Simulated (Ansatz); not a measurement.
Rb₂WO₂F₄:
```
CELL_PARAMETERS angstrom
      5.30135     2.94554     0.00000
     -5.30135     2.94554     0.00000
     -0.11854     0.00000     4.81525
ATOMIC_POSITIONS crystal
  Rb 0.67702 0.32298 0.30638
  Rb 0.32298 0.67702 0.69362
  W  0.00000 0.00000 0.00000
  O  0.85290 0.14710 0.80096
  O  0.14710 0.85290 0.19904
  F  0.83169 0.69805 0.76827
  F  0.16831 0.30195 0.23173
  F  0.69805 0.83169 0.23173
  F  0.30195 0.16831 0.76827
```

Relaxed with r²SCAN. Special points in fractions of this cell's reciprocal vectors: Γ (0.000, 0.000, 0.000); C (0.327, 0.327, 0.000); C2 (-0.327, 0.673, 0.000); Y2 (-0.500, 0.500, 0.000); M2 (-0.500, 0.500, 0.500); D (-0.323, 0.677, 0.500); D2 (0.323, 0.323, 0.500); A (0.000, 0.000, 0.500); L2 (0.000, 0.500, 0.500); V2 (0.000, 0.500, 0.000).

Task: List the band energies nearest the valence-band maximum at these points for r²SCAN in the plane-wave PAW code Ansatz.

Result: In eV from the valence-band maximum; about four levels below and three above (degenerate sets whole), none deeper than 8.9 eV; points with the same levels are listed once.

| k | below | above |
|---|---|---|
| Γ | -1.07 -0.44 -0.39 -0.04 | 2.87 4.54 4.61 |
| C | -1.23 -0.66 -0.48 -0.08 | 2.96 4.64 4.66 |
| Y2 | -1.16 -0.51 -0.45 -0.12 | 2.87 4.70 4.80 |
| M2 | -1.22 -0.50 -0.46 -0.09 | 2.86 4.75 4.76 |
| D | -1.19 -0.62 -0.49 -0.04 | 2.95 4.59 4.70 |
| A | -1.14 -0.46 -0.34 0.00 | 2.88 4.58 4.59 |
| L2 | -1.14 -0.64 -0.46 -0.01 | 2.97 4.45 4.73 |
| V2 | -1.17 -0.75 -0.43 -0.05 | 2.98 4.47 4.70 |

Space group C2/m. The first step of the workflow began from a Materials Project structure, measured or hypothetical; the Crystallography Open Database copy checked does not list it. Its standing as an ambient phase is unchecked. Symmetry was held in the r²SCAN relaxation; its stability against distortions is not shown here. No spin polarisation was allowed. No Hubbard U is applied. Scalar-relativistic: spin–orbit coupling is off unless named, which matters more the heavier the elements.

Potentials: the later of the program's two PAW sets.
